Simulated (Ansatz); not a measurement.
ZnPt, DFT, PBEsol, all-electron LAPW, scalar-relativistic (Ansatz 0.2.0), run on 1 thread of Intel(R) Xeon(R) Platinum 8259CL CPU @ 2.50GHz (Skylake/Cascade Lake) on a shared host.

The cell comes from COD entry 1522602, which wasn't checked; take it as a given geometry. The listed cell was then made from it by scaling, straining or moving an atom.

Command: `ansatz run input.yaml --threads 1 --pin off --max-ram 3072MiB --backend cpu --events-out ev --progress --plain --runs-dir out`

```yaml
crystal:
  lattice:
    - [2.864, 0.0, 0.0]
    - [0.0, 2.864, 0.0]
    - [0.0, 0.0, 3.4749]
  atoms:
    - { symbol: Zn, position: [0.5, 0.5, 0.5] }
    - { symbol: Pt, position: [0.0, 0.0, 0.0] }
kpoints:
  mp_grid: { grid: [11, 11, 9] }
  band_path:
    path:
      - [0.0, 0.0, 0.0]
      - [0.0, 0.5, 0.0]
      - [0.5, 0.5, 0.0]
      - [0.0, 0.0, 0.0]
      - [0.0, 0.0, 0.5]
      - [0.0, 0.5, 0.5]
      - [0.5, 0.5, 0.5]
      - [0.0, 0.0, 0.5]
      - [0.0, 0.5, 0.0]
    npoints: 5
scf:
  occupations: { method: fermi_dirac, width: 0.05 }
hamiltonian:
  xc: pbesol
  pseudopotentials: { kind: all_electron, lapw: { basis_error: 0.00025 } }
output:
  forces: true
  stress: true
  eigenvalues: true
```

(1) How large is the problem that the program sets up?

(2) About how long does it take, and how much memory does it use?

## Answers

(1) 105 irreducible k-points, 363 plane waves at Γ, 38 bands.

(2) 60 s of wall time for 10 SCF iterations, with a peak of 0.65 GiB. Times on shared machines scatter by tens of per cent.
